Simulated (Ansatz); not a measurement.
AlBO3 (space group R-3c)

```
AlBO3
1.0
    2.23765     1.29191     4.57921
   -2.23765     1.29191     4.57921
    0.00000    -2.58382     4.57921
Al B O
2 2 6
Cartesian
  0.00000   0.00000   6.86881
  0.00000   0.00000   0.00000
  0.00000   0.00000  10.30322
  0.00000   0.00000   3.43441
  0.69086   1.38721   5.72401
 -0.69086  -1.38721   8.01362
 -1.54679  -0.09530   5.72401
  1.54679   0.09530   8.01362
  0.85593  -1.29191   5.72401
 -0.85593   1.29191   8.01362
```

Equation-of-state scan: isotropic scaling of the cell above, V₀ being its volume. The atoms relax within the cell's symmetry.

All values below come from PBEsol (plane waves to 420 eV, PAW, scalar-relativistic; Ansatz, a program for electronic structure). k mesh 9×9×9 (Γ-centred), Fermi-Dirac smearing 0.05 eV. The energy includes the smearing's −TS. Stress and pressure are positive under compression. With the shape held, the modulus is that of even scaling; a crystal free to change shape is softer. AlBO3 was relaxed with its symmetry unable to fall. The zero of ΔE is the relaxed starting cell.

| V/V₀ | ΔE (meV/atom) | P (GPa) |
|---|---|---|
| 0.900 | 66.0 | 29.1 |
| 0.917 | 44.4 | 23.2 |
| 0.933 | 27.5 | 17.7 |
| 0.950 | 15.0 | 12.7 |
| 0.967 | 6.5 | 8.1 |
| 0.983 | 1.6 | 3.9 |
| 1.000 | 0.0 | 0.0 |
| 1.017 | 1.5 | -3.5 |
| 1.033 | 5.8 | -6.8 |
| 1.050 | 12.6 | -9.7 |
| 1.067 | 21.8 | -12.5 |
| 1.083 | 33.2 | -15.0 |
| 1.100 | 46.5 | -17.3 |

Summary:

| Property | Value |
|---|---|
| Pressure at the smallest volume | 29.1 GPa |
| Energy cost of the largest compression | 66.0 meV/atom |
| Energy cost of the largest expansion | 46.5 meV/atom |
| Bulk modulus at fixed cell shape B₀ (third-order Birch-Murnaghan fit) | 222 GPa |
| Pressure derivative B₀′ (fit) | 4.2 |
| Equilibrium volume of the fit | 7.94 Å³/atom |
| Pressure for 5 % compression (fit) | 12.7 GPa |

(Under strain, the slope of the energy per volume gives the stress and its curvature an elastic modulus.)
